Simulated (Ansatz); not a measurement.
LaFeAsO in space group P4/nmm (No. 129; La on 2c, Fe on 2b, As on 2c, O on 2a), the program Ansatz at the PBEsol level (PAW), all energies at zero smearing, with the estimated change up to a 700 eV cutoff added, with one set of potentials and settings (totals compare only within such a set). Cell of 8 atoms (2 La, 2 Fe, 2 As, 2 O): -31977.727 eV.

| element | reference phase | E (eV/atom) |
|---|---|---|
| La | P6_3/mmc, 4 atoms in the cell | -6161.2767 |
| Fe | Im-3m, 1 atoms in the cell, spin-polarised | -4448.8520 |
| As | R-3m, 2 atoms in the cell | -4813.0241 |
| O | C2/m, 4 atoms in the cell, spin-polarised | -558.3554 |

Formation energy per atom, worked out: (-31977.727 − 2×(-6161.2767) − 2×(-4448.8520) − 2×(-4813.0241) − 2×(-558.3554))/8 = -1.839 eV/atom (-177 kJ per mol of atoms), at 0 K, without zero-point energy or fitted corrections.

The first step of the workflow began from a Materials Project structure, measured or hypothetical; the Crystallography Open Database files this formula in space group No. 129, but the cells were not matched. Whether it is the stable phase at ambient conditions was not checked. The PBEsol relaxation kept the symmetry of its start; its stability against distortions is not shown here. The workflow began spin-polarised and lost its moments. No Hubbard U is applied. The references are the lowest solids computed at this level, not always the standard phases (solids in place of the gases). Spin–orbit coupling is left out wherever it is not named.

Potentials: the later of the program's two PAW sets.
